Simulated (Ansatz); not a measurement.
HgPt:
```cif
data_HgPt
_chemical_formula_sum 'Hg1 Pt1'
_space_group_name_H-M_alt 'P4/mmm'
_space_group_IT_number 123
_space_group_name_Hall '-P 4 2'
_cell_length_a 3.00228
_cell_length_b 3.00228
_cell_length_c 3.90392
_cell_angle_alpha 90.000
_cell_angle_beta 90.000
_cell_angle_gamma 90.000
loop_
_atom_site_label
_atom_site_type_symbol
_atom_site_symmetry_multiplicity
_atom_site_Wyckoff_symbol
_atom_site_fract_x
_atom_site_fract_y
_atom_site_fract_z
_atom_site_occupancy
Hg1 Hg 1 a 0.00000 0.00000 0.00000 1
Pt1 Pt 1 d 0.50000 0.50000 0.50000 1
```

Relaxed at zero pressure with DFT-r²SCAN in the program Ansatz with PAW potentials.

Task: The volume is lowered by 3 % and shape and atoms relax at that volume. What pressure results, and how do the axes share the change?

Result: 5.4 GPa; a -1.1 %, b -1.1 %, c -0.9 %; the energy rises by 9 meV/atom.

Task: Give the new structure.

Result: 
Space group P4/mmm (No. 123); a = b = 2.971 Å, c = 3.868 Å, α = β = γ = 90.00°

```csv
atom,site,symmetry,x,y,z
Hg,1a,4/mmm,0.0000,0.0000,0.0000
Pt,1d,4/mmm,0.5000,0.5000,0.5000
```

The phase is kept; no other phase was compared at this pressure.

The workflow started from an entry of the Crystallography Open Database (COD). Whether it is the stable phase at ambient conditions was not checked. The cell was relaxed with r²SCAN under the symmetry of its start; whether a distortion lowers the energy is not shown. The run is not spin-polarised. Axis ratios of metals converge slowly with the k-mesh, so a and c are less sure than the volume. Spin–orbit coupling is left out wherever it is not named.

Potentials: the later of the program's two PAW sets.
